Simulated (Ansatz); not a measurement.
Trial structure of B4F, not yet relaxed:

```cif
data_structure
_symmetry_space_group_name_H-M 'P 1'
_symmetry_Int_Tables_number 1
_cell_length_a 2.2610
_cell_length_b 2.2610
_cell_length_c 8.3134
_cell_angle_alpha 94.148
_cell_angle_beta 94.148
_cell_angle_gamma 70.515
_cell_volume 39.91
loop_
_atom_site_label
_atom_site_type_symbol
_atom_site_fract_x
_atom_site_fract_y
_atom_site_fract_z
_atom_site_occupancy
B1 B 0.61306 0.61306 0.82195 1
B2 B 0.19871 0.19871 0.60595 1
B3 B 0.80129 0.80129 0.39405 1
B4 B 0.38694 0.38694 0.17805 1
F1 F 0.00000 0.00000 0.00000 1
```

Method: DFT PBE, scalar-relativistic, plane waves, PAW in Ansatz. Settings: cutoff 420 eV, Γ-centred mesh 8×8×2 on the computed 5-atom cell, Gaussian smearing of 0.10 eV; no spin polarisation.

Energies over the elements count from the elements' standard structures at the same level (F₂ as a molecule), with no fitted energy shifts.

Problem. Estimate its pressure, forces and energy as it stands.

Solution. The pressure is -15.7 GPa (the mean over three directions, positive in compression), the largest force is 3.67 eV/Å, and the energy is +1.57 eV/atom against the elements. The shortest distance is 1.96 Å.

Problem. Is it a good guess?

Solution. A poor one: relaxing gains about 1.6 eV/atom (the start's value is from the coarse mesh, so the gain is rough) in 43 ionic steps and ends at +0.01 eV/atom on the finer mesh. The symmetry stays C2/m (No. 12). The volume per atom stays near 7.9 Å³. The shortest distance goes from 1.96 Å (B–F) to 1.55 Å (B–F). Conventional cell: a = 4.167 Å, b = 3.036 Å, c = 6.313 Å, β = 95.9°. B on its first site is surrounded by 1 F at 1.55 Å, 2 B at 1.73 Å and 1 B at 1.89 Å; B on its second site has 3 B at 1.70–1.73 Å and 1 B at 1.89 Å; around F lie 2 B at 1.55 Å.

The last run used a 16×16×6 mesh (in the run's order of axes) for its 5-atom cell and Gaussian smearing of 0.10 eV. For metals, differences of a few meV/atom aren't resolved. The cell is a metal run without spin; a magnetic state may lie lower. The relaxation can't lower the symmetry of the start, and the grade says only how near the guess is to its own end. A structure relaxed within its symmetry needn't be a true minimum.
